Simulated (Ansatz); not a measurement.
RbBr:
```
CELL_PARAMETERS angstrom
      0.00000     3.50894     3.50894
      3.50894     0.00000     3.50894
      3.50894     3.50894     0.00000
ATOMIC_POSITIONS crystal
  Rb 0.00000 0.00000 0.00000
  Br 0.50000 0.50000 0.50000
```

Relaxed with PBE. The program Ansatz at the PBE level (PAW) gives a gap of 4.19 eV.

Q: What gap does HSE06 give on the same cell (Ansatz, PAW)?

A: 5.33 eV, 1.14 eV more. The hybrid was solved on a coarser mesh and at special points; its gap is the smallest among all of these.

```
k  v1 PBE  c1 PBE    v1 HSE06    c1 HSE06
-  ------  ------  ----------  ----------
Γ    0.00    4.19        0.00        5.33
X   -0.15    5.67  (withheld)  (withheld)
L   -0.30    6.63  (withheld)  (withheld)
W   -0.33    7.00  (withheld)  (withheld)
K   -0.23    6.33  (withheld)  (withheld)
```

Q: Top valence (v1) and lowest conduction level (c1) in eV from each method's valence maximum (which need not be a listed point): supply the withheld HSE06 values.

A: 
- X, v1 HSE06: -0.16
- X, c1 HSE06: 6.80
- L, v1 HSE06: -0.31
- L, c1 HSE06: 7.76
- K, v1 HSE06: -0.24
- K, c1 HSE06: 7.48
- W, v1 HSE06: -0.34
- W, c1 HSE06: 8.18

Cost on shared cores: the PBE run (SCF on a 7×7×7 mesh, then bands and DOS) around 11 core-seconds (rough), the HSE06 run (SCF on 5×5×5, then a few points) very roughly 100 core-seconds; the tasks are unlike.

Space group Fm-3m (rock salt). The PBE relaxation kept the symmetry of its start; phonons on a q-mesh show no instability. Scalar-relativistic: spin–orbit coupling is off unless named, which matters more the heavier the elements.

Potentials: the later of the program's two PAW sets.
